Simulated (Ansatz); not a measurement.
Method: DFT PBE, scalar-relativistic, plane waves, PAW in Ansatz 0.2.0. All cells share a 420 eV cutoff and Γ-centred k meshes spaced at most about 0.3 Å⁻¹ (about 0.25 or finer for metals, 2π included). No spin polarisation in the final relaxations.

All energies are static (0 K, no zero-point motion). All come from trial cells, and lower structures may exist.

Question: Which of these relaxed structures of Sn₃GeO is the lowest in energy?
A. Space group R3 (No. 146), trigonal, a = 6.849 Å, c = 8.901 Å. Sn is surrounded by 1 O at 2.30 Å and 1 Ge at 2.84 Å; Ge has 1 O at 2.02 Å and 3 Sn at 2.84 Å; around O lie 1 Ge at 2.02 Å and 3 Sn at 2.30 Å.
B. Space group Pm-3m (No. 221), cubic, a = 4.856 Å. Around Sn lie 2 O at 2.43 Å, 4 Ge at 3.43 Å and 8 Sn at 3.43 Å; Ge has 12 Sn at 3.43 Å; around O lie 6 Sn at 2.43 Å.

Answer: A. It has space group R3 (No. 146); the next, B, with the antiperovskite type, space group Pm-3m (No. 221), lies 152 meV/atom higher. Counting Ge or Sn atoms around O (for each partner element, those within 1.25 times its shortest distance or 1.15 times the sum of covalent radii, where it is the nearest in units of that sum or under 1.3; the shortest distance is added where it exceeds 1.18 times the sum of covalent radii), the lowest has O 4 and the next has O 6 from 2.4 Å.

Cells relaxed within their symmetry can be saddle points. Some structure types and database cells were kept out of the candidates from the start, so a known form may be missing.
